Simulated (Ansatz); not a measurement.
ZrRh₃:
```
ZrRh3
1.0
    3.87614     0.00000     0.00000
    0.00000     3.87614     0.00000
    0.00000     0.00000     3.87614
Zr Rh
1 3
Cartesian
  0.00000   0.00000   0.00000
  1.93807   1.93807   0.00000
  0.00000   1.93807   1.93807
  1.93807   0.00000   1.93807
```

Relaxed with LDA. Special points in fractions of this cell's reciprocal vectors: Γ (0.000, 0.000, 0.000); X (0.000, 0.500, 0.000); M (0.500, 0.500, 0.000); R (0.500, 0.500, 0.500).

### Question
List the band energies nearest the Fermi level at these points for plane-wave PAW LDA (Ansatz code).

### Answer
In eV from the Fermi level; about four levels below and three above (degenerate sets whole), none deeper than 8.9 eV; points with the same levels are listed once.

```csv
k,below,above
Γ,-2.19 -2.19 -2.19 -0.24 -0.24,0.69 1.19 1.19 1.19
X,-1.17 -1.13 -1.13 -1.06,0.02 1.19 1.69 1.69
M,-1.48 -1.48 -1.41 -0.95 -0.77,2.40 2.40 3.02
R,-2.14 -2.14 -2.14 -1.75 -1.75,0.77 0.77 0.77
```

Space group Pm-3m (Cu3Au type). The first step of the workflow began from a Materials Project structure, measured or hypothetical; the Crystallography Open Database files this formula in space group No. 221, but the cells were not matched. Whether it is the stable phase at ambient conditions was not checked. The cell was relaxed with LDA under the symmetry of its start; of distortions, only those at the zone centre were tested. The run is not spin-polarised. Scalar-relativistic: spin–orbit coupling is off unless named, which matters more the heavier the elements.

Potentials: the later of the program's two PAW sets.
